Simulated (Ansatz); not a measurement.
WS2 in space group P-6m2 (No. 187; W on 1a, S on 2h), r²SCAN+D4 (plane waves, PAW; program Ansatz). The conduction-band minimum lies on the K–Γ line, 49 % of the way from K, with 6 equivalent valleys. Second derivatives d²E/dk² of the lowest band at one valley (eV·Å²), along Cartesian directions:

```tsv
direction	d²E/dk²
[100]	11.36
[010]	12.03
[001]	11.43
[110]	12.28
[101]	11.40
[011]	11.74
```

Find the principal effective masses, the density-of-states mass and the conductivity mass.

Off-diagonal terms follow from H_xy = H[110] − (H_xx + H_yy)/2, and m*/mₑ = 7.620 eV·Å² over each eigenvalue: 0.62, 0.67, 0.69. One valley's DOS mass (m₁m₂m₃)^(1/3) = 0.66, conductivity mass 3/(Σ 1/mᵢ) = 0.66 mₑ.

What effective density of states Nc follows at 300 K for parabolic valleys?

Nc = 2.509e19 × 6 × (0.66)^(3/2) ≈ 8.1e19 cm⁻³.

The workflow started from a Materials Project entry (that database holds measured and hypothetical structures alike); the Crystallography Open Database copy checked does not list it. It is not the phase usual at ambient conditions (space group No. 194). The cell keeps a stress of up to 0.2 GPa. The cell was relaxed with r²SCAN+D4 under the symmetry of its start; whether a distortion lowers the energy is not shown. The run is not spin-polarised. Scalar-relativistic: spin–orbit coupling is off unless named, which matters more the heavier the elements.

Potentials: the later of the program's two PAW sets.

Edges and masses are those of Kohn–Sham bands, whose gap is no quasiparticle gap.
